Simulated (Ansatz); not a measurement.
BaSn₃Au in space group I4mm (No. 107; Ba on 2a, Au on 2a, Sn on 2a, Sn on 4b), PBE in the plane-wave PAW code Ansatz, all energies at zero smearing, with the estimated change up to a 700 eV cutoff added, with one set of potentials and settings (totals compare only within such a set). Cell of 5 atoms (1 Ba, 1 Au, 3 Sn): -37174.147 eV.

```csv
element,reference phase,E (eV/atom)
Ba,"Im-3m, 1 atoms in the cell",-5949.5401
Au,"Fm-3m, 1 atoms in the cell",-13149.3277
Sn,"Fd-3m, 2 atoms in the cell",-6024.2128
```

Formation energy per atom, worked out: (-37174.147 − 1×(-5949.5401) − 1×(-13149.3277) − 3×(-6024.2128))/5 = -0.528 eV/atom (-51 kJ per mol of atoms), at 0 K, without zero-point energy or fitted corrections.

The workflow started from an entry of the Crystallography Open Database (COD, 293 K). Its standing as an ambient phase is unchecked. Symmetry was held in the PBE relaxation; its stability against distortions is not shown here. The references are the lowest solids computed at this level, not always the standard phases. Scalar-relativistic: spin–orbit coupling is off unless named, which matters more the heavier the elements.

Potentials: the later of the program's two PAW sets.
